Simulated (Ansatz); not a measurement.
MoN2:
```
CELL_PARAMETERS angstrom
      4.33450     0.00000     0.00000
      0.00000     4.33450     0.00000
      0.00000     0.00000     2.75054
ATOMIC_POSITIONS crystal
  Mo 0.50000 0.50000 0.00000
  Mo 0.00000 0.00000 0.00000
  N  0.88794 0.38794 0.50000
  N  0.11206 0.61206 0.50000
  N  0.61206 0.88794 0.50000
  N  0.38794 0.11206 0.50000
```

Relaxed with PBE. Special points in fractions of this cell's reciprocal vectors: Γ (0.000, 0.000, 0.000); X (0.000, 0.500, 0.000); M (0.500, 0.500, 0.000); Z (0.000, 0.000, 0.500); R (0.000, 0.500, 0.500); A (0.500, 0.500, 0.500).

Problem. List the band energies nearest the Fermi level at these points for DFT-PBE in the program Ansatz with PAW potentials.

Solution. In eV from the Fermi level; about four levels below and three above (degenerate sets whole), none deeper than 8.9 eV; points with the same levels are listed once.

| k | below | above |
|---|---|---|
| Γ | -3.03 -3.03 -2.34 -1.81 | 0.61 0.61 0.97 |
| X | -1.20 -1.20 -0.43 -0.43 | 2.19 2.19 3.28 3.28 |
| M | -3.80 -3.80 -0.87 -0.87 | 0.48 0.48 0.51 0.51 |
| Z | -3.09 -2.73 -2.06 -2.06 | 0.71 1.04 2.07 |
| R | -2.55 -2.55 -1.07 -1.07 | 2.49 2.49 3.02 3.02 |
| A | -5.21 -5.21 -1.37 -1.37 | 2.42 2.42 3.34 3.34 |

Space group P4/mbm. The first step of the workflow began from a Materials Project structure, measured or hypothetical; the Crystallography Open Database copy checked does not list it. Whether it is the stable phase at ambient conditions was not checked. The PBE relaxation kept the symmetry of its start; its stability against distortions is not shown here. The run is not spin-polarised. Scalar-relativistic: spin–orbit coupling is off unless named, which matters more the heavier the elements.

Potentials: the later of the program's two PAW sets.
